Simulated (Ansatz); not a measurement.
Here is the system:

Relaxed TiC (rock salt):

```
CELL_PARAMETERS angstrom
      0.00000     4.32781     4.32781
      2.16390     2.16390     4.32781
      2.16390     2.16390     0.00000
ATOMIC_POSITIONS crystal
  C  0.00000 0.00000 0.00000
  C  0.50000 0.00000 0.00000
  Ti 0.00000 0.50000 0.50000
  Ti 0.50000 0.50000 0.50000
```

The atoms are displaced by Q × the pattern below (from a DFPT mode at X = (0.5, 0.5, 0.0), largest move 1; Q in Å), at fixed cell. (q is in reciprocal vectors of the primitive cell; the cell shown is doubled to hold the pattern.)

```
atom      x      y       z
----  -----  -----  ------
C1    0.000  0.000  -0.090
C2    0.000  0.000   0.090
Ti3   0.000  0.000   1.000
Ti4   0.000  0.000  -1.000
```

Level of theory: r2SCAN (plane waves to 500 eV, PAW, scalar-relativistic; Ansatz, a quantum-chemistry and plane-wave program). k mesh 18×18×18 (Γ-centred), Fermi-Dirac smearing 0.05 eV. The energy includes the smearing's −TS. With partly filled bands, energies and forces of such displacements shift with the k mesh and the smearing. TiC is run without spin polarisation. TiC was relaxed with its symmetry unable to fall. The zero of ΔE is the undisplaced structure.

The scan covers Q from -0.280 to 0.280 Å in 13 points.

Problem. Is this a single well or a double well?

Solution. A single well with its minimum at or next to zero displacement.

Problem. Which space group does the distorted structure have?

Solution. P4/nmm (No. 129), lowered from Fm-3m.

Problem. What is the energy change at Q = 0.280 Å?

Solution. 1979 meV/cell.

Problem. What harmonic wavenumber does the curvature at Q = 0 give?

Solution. 361 cm⁻¹.

(For displaced atoms, the force is minus the slope of the energy, and its curvature is a force constant, which sets phonon frequencies.)
